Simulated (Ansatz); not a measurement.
Values for one crystal, relaxed and computed with r²SCAN (plane waves, PAW; program Ansatz); other levels are named.

```yaml
volume_per_atom: 13.55 Å³
band_gap: 5.08 eV (indirect)
valence_band_maximum: at Z (k = 0.000, 0.000, 0.500 in fractions of the reciprocal vectors)
smallest_direct_gap_on_the_standard_path: 5.21 eV
Formation energy from the elements (no fitted shifts): -2.21 eV/atom
conduction_band_minimum: at Γ
```

Q: Which of these materials gives this?
A) KScS2O8, C2/m (Pearson symbol mS24)
B) SnP2O7, P-1 (Pearson symbol aP20)
C) Ba2CdMoO6, Fm-3m (Ba on 8c, Cd on 4b, Mo on 4a, O on 24e)
D) CO2, Pa-3 (C on 4a, O on 8c)

A: B, SnP2O7, P-1 (Pearson symbol aP20)

The workflow started from a Materials Project entry (that database holds measured and hypothetical structures alike); the Crystallography Open Database copy checked does not list it. COD files the formula under space group No. 205. Entries of such low symmetry are often ordered models of mixed-site phases. Whether it is the stable phase at ambient conditions was not checked. The r²SCAN relaxation kept the symmetry of its start; whether a distortion lowers the energy is not shown. The references are the lowest solids computed at this level, not always the standard phases (solids in place of the gases). Scalar-relativistic: spin–orbit coupling is off unless named, which matters more the heavier the elements.

Potentials: the later of the program's two PAW sets.
